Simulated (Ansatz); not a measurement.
SrNbO$_{3}$ (cubic perovskite, Pm-3m) under volume change, r²SCAN (plane waves, PAW; program Ansatz), scaled uniformly.

| V (Å³/atom) | E − E(relaxed) (meV/atom) | P (GPa) |
|---|---|---|
| 11.976 | 74.6 | 21.95 |
| 12.371 | 31.3 | 13.42 |
| 12.766 | 7.4 | 6.17 |
| 13.160 | 0.0 | 0.01 |
| 13.555 | [?] | [?] |
| 13.950 | [?] | [?] |
| 14.345 | 53.9 | -13.49 |

### Question
Some entries are withheld; supply them.

### Answer

- 13.555, E − E(relaxed) (meV/atom): 6.6
- 13.555, P (GPa): -5.24
- 13.950, E − E(relaxed) (meV/atom): 25.2
- 13.950, P (GPa): -9.70

### Question
What does a third-order Birch–Murnaghan fit give for V₀, B₀ and B′?

### Answer
V₀ = 13.16 Å³/atom, B₀ = 189 GPa, B′ = 4.4.

The workflow started from a Materials Project entry (that database holds measured and hypothetical structures alike); the Crystallography Open Database copy checked does not list it. COD files the formula under space group No. 62. Its standing as an ambient phase is unchecked. The r²SCAN relaxation kept the symmetry of its start; whether a distortion lowers the energy is not shown. The run is not spin-polarised.

Potentials: the later of the program's two PAW sets.
